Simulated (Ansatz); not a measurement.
**Formation energy of LaS2, relaxed from a CdCl2-type start to space group Fm-3m (read at 0.02 Å)**

Level of theory: DFT, PBEsol, scalar-relativistic, no spin polarisation; plane waves to 420 eV with PAW datasets (Ansatz 0.2.0), 8×8×8 k-mesh, Gaussian smearing of 0.05 eV; PAW files: Ansatz's generated set soft_2.

This is a trial structure; measured cells of the compound in the Crystallography Open Database are in space group Pnma.

It takes space group Fm-3m (No. 225, cubic). Conventional cell: a = 6.730 Å, b = 6.730 Å, c = 6.730 Å, α = 90.00°, β = 90.00°, γ = 90.00°. La (site symmetry m-3m) has 8 S at 2.91 to 2.92 Å as nearest neighbours. S (site symmetry -43m) has 4 La at 2.91 to 2.92 Å as nearest neighbours. (Neighbours are counted to 15 % beyond the shortest distance.)

The elements were computed in their standard states with the same datasets, cutoff and functional. Total energies depend on the potentials used, so only differences within one code and one set of settings carry meaning.

Energy of the relaxed cell (3 atoms, smearing extrapolated to zero): -7935.694 eV. Elements, in eV/atom: La -6161.275, S -884.892.

**Question.** What is the formation energy?

**Answer.** [-7935.694 − (1 × -6161.275 + 2 × -884.892)] / 3 = -1.55 eV/atom, or -149 kJ per mole of atoms.

The value is for 0 K, without zero-point energy. Uncorrected semilocal values for oxides, chalcogenides and halides often miss by tenths of an eV an atom. A negative value shows stability against the elements alone, not against other compounds or structures.

With 23 valence electrons in the calculation's cell and no magnetic order, the bands, two electrons each, can't all be full or empty: band theory demands a metal. (Only strong correlation, outside this picture, could make a Mott insulator of it.) A formal count (La³⁺, S²⁻) falls 1 electron a formula unit short of closing the anions' shells, so the anion bands keep holes, which fits the metal found.

Scalar-relativistic only: spin–orbit splittings of the heavy atoms' levels are missing. Spin polarisation wasn't tried.
